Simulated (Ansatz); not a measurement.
Re:
Space group P6₃/mmc (No. 194); a = b = 2.738 Å, c = 8.824 Å, α = β = 90.00°, γ = 120.00°

```csv
atom,site,symmetry,x,y,z
Re,2a,-3m.,0.0000,0.0000,0.0000
Re,2c,-6m2,0.3333,0.6667,0.2500
```

Relaxed at zero pressure with LDA in the plane-wave PAW code Ansatz.

Task: The volume is lowered by 6 % and shape and atoms relax at that volume. What pressure results, and how do the axes share the change?

Result: 28.7 GPa; a -2.0 %, b -2.0 %, c -2.1 %; the energy rises by 73 meV/atom.

Task: Give the new structure.

Result: 
Space group P6₃/mmc (No. 194); a = 2.6826 Å, b = 2.6826 Å, c = 8.6407 Å, α = 90.00°, β = 90.00°, γ = 120.00°

| atom | site | symmetry | x | y | z |
|---|---|---|---|---|---|
| Re | 2a | -3m. | 0.0000 | 0.0000 | 0.0000 |
| Re | 2c | -6m2 | 0.3333 | 0.6667 | 0.2500 |

The phase is kept; no other phase was compared at this pressure.

Space group P6_3/mmc (dhcp (α-La type)). The first step of the workflow began from a Materials Project structure, measured or hypothetical. Its sites differ from those of the usual phase in this space group: another stacking or structure type. Symmetry was held in the LDA relaxation; of distortions, only those at the zone centre were tested. No spin polarisation was allowed. Axis ratios of metals converge slowly with the k-mesh, so a and c are less sure than the volume. Spin–orbit coupling is left out wherever it is not named.

Potentials: the later of the program's two PAW sets.
